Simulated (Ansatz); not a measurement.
Strained layers on GaP(001)

Plane-wave DFT in Ansatz, LDA, scalar-relativistic PAW potentials, cutoff 420 eV, no spin-orbit coupling; no spin polarisation. Relaxed cubic crystals, elastic constants with ions relaxed. The substrate, GaP (F-43m), has a = 5.391 Å.

| film | a (Å) | C11 (GPa) | C12 (GPa) |
| --- | --- | --- | --- |
| ZnS (F-43m) | 5.297 | 116.7 | 71.4 |
| ZnSe (F-43m) | 5.568 | 97.6 | 58.9 |
| GaAs (F-43m) | 5.603 | 116.8 | 53.0 |

Q: For coherent growth on (001), give the strains, the film stress and the thickness at which misfit dislocations become favourable.

A: In the plane ε∥ = a_s/a − 1; free along the normal, ε⊥ = −(2C12/C11) ε∥; the stress is Mε∥ with M = C11 + C12 − 2C12²/C11 (tension positive). For 60° dislocations (b = a/√2, ν = C12/(C11 + C12)) the Matthews–Blakeslee balance for one layer on a thick substrate is h = b(1 − ν/4)(ln(h/b) + 1)/(4π|ε∥|(1 + ν)).
```tsv
film	ε∥ (%)	ε⊥ (%)	M (GPa)	stress (GPa)	h_c (nm)
ZnS (F-43m)	+1.77	-2.17	101	+1.8	3.6
ZnSe (F-43m)	-3.18	+3.84	85	-2.7	1.5
GaAs (F-43m)	-3.78	+3.43	122	-4.6	1.3
```

h_c falls faster than 1/|ε∥|, owing to the logarithm, and depends on stiffness only through ν, since the film's and the dislocation's energy both scale with the shear modulus. It is an isotropic equilibrium estimate: cool growth keeps films coherent beyond it, large misfits give islands first, linear elasticity loses accuracy past a few per cent, and values of a few b mean that hardly any coherent film forms. The misfits are those of this functional at 0 K and can differ from measured ones by up to about one per cent of strain, enough to change h_c of ZnS (F-43m) severalfold. Thicker films in tension may also crack. Interfaces between crystals of different valence carry charges of their own.

Cost: about 14 core-minutes for the runs cited, on Arm Neoverse V1, Intel Xeon 6975P-C (Granite Rapids), Intel Xeon Processor @ 2.50GHz (Skylake/Cascade Lake) (shared hosts).